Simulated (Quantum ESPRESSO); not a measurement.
**Band energies of Na₂CO₃**

```
Na2CO3
1.0
    5.21057     0.00000     0.00000
   -2.60529     4.51249     0.00000
    0.00000     0.00000     6.07266
C O Na
2 6 4
Direct
  0.66667   0.33333   0.25000
  0.33333   0.66667   0.75000
  0.80964   0.61927   0.25000
  0.19036   0.38073   0.75000
  0.19036   0.80964   0.75000
  0.80964   0.19036   0.25000
  0.38073   0.19036   0.25000
  0.61927   0.80964   0.75000
  0.33333   0.66667   0.25000
  0.66667   0.33333   0.75000
  0.00000   0.00000   0.50000
  0.00000   0.00000   0.00000
```

LDA (Quantum ESPRESSO, PseudoDojo norm-conserving, 88 Ry, without SOC); path ΓMKΓALHA,LM,KH; energies in eV from the valence-band maximum.

```
k (1/Å)  point  band 36  band 37  band 38  band 39  band 40  band 41  band 42  band 43
-------  -----  -------  -------  -------  -------  -------  -------  -------  -------
0.00         Γ    -1.84    -1.80    -1.80    -0.13     0.00     3.14     4.54     5.28
0.23              -1.87    -1.74    -1.73    -0.26    -0.13     3.45     4.72     5.32
0.46              -1.93    -1.67    -1.66    -0.49    -0.40     4.20     5.09     5.38
0.70         M    -1.97    -1.64    -1.63    -0.59    -0.53     4.83     5.33     5.35
0.90              -1.95    -1.76    -1.56    -0.66    -0.61     5.01     5.36     5.38
1.10         K    -1.90    -1.90    -1.53    -0.71    -0.71     5.40     5.40     5.48
1.30              -1.94    -1.80    -1.56    -0.65    -0.59     4.77     5.28     5.41
1.50              -1.90    -1.76    -1.63    -0.45    -0.34     3.99     4.99     5.36
1.70              -1.86    -1.77    -1.73    -0.23    -0.10     3.38     4.67     5.31
1.90         Γ    -1.84    -1.80    -1.80    -0.13     0.00     3.14     4.54     5.28
2.42         A    -1.70    -1.70    -1.70    -0.07    -0.07     4.41     4.41     5.24
2.59              -1.79    -1.71    -1.71    -0.14    -0.14     4.54     4.54     5.31
2.77              -1.95    -1.73    -1.73    -0.31    -0.31     4.84     4.84     5.48
2.94              -2.07    -1.75    -1.75    -0.47    -0.47     5.15     5.15     5.73
3.12         L    -2.11    -1.76    -1.76    -0.53    -0.53     5.27     5.27     5.88
3.32              -2.05    -1.81    -1.81    -0.59    -0.59     5.31     5.31     5.96
3.52         H    -1.97    -1.90    -1.90    -0.65    -0.65     5.35     5.35     6.07
3.65              -2.00    -1.86    -1.86    -0.62    -0.62     5.32     5.32     5.98
3.79              -2.01    -1.80    -1.80    -0.52    -0.52     5.18     5.18     5.77
4.05              -1.87    -1.73    -1.73    -0.23    -0.23     4.69     4.69     5.39
4.19              -1.75    -1.71    -1.71    -0.11    -0.11     4.49     4.49     5.28
4.32         A    -1.70    -1.70    -1.70    -0.07    -0.07     4.41     4.41     5.24
4.32         L    -2.11    -1.76    -1.76    -0.53    -0.53     5.27     5.27     5.88
4.67              -1.92    -1.70    -1.66    -0.58    -0.53     4.95     5.31     5.34
4.84         M    -1.97    -1.64    -1.63    -0.59    -0.53     4.83     5.33     5.35
4.84         K    -1.90    -1.90    -1.53    -0.71    -0.71     5.40     5.40     5.48
5.01              -1.92    -1.92    -1.60    -0.69    -0.69     5.38     5.38     5.60
5.36         H    -1.97    -1.90    -1.90    -0.65    -0.65     5.35     5.35     6.07
```

The LDA gap is direct, 3.14 eV at Γ.

Geometry of the Materials Project entry, not relaxed at this level.

The structure is a Materials Project entry; no match was found in the copy of COD used, and its stability was not checked.
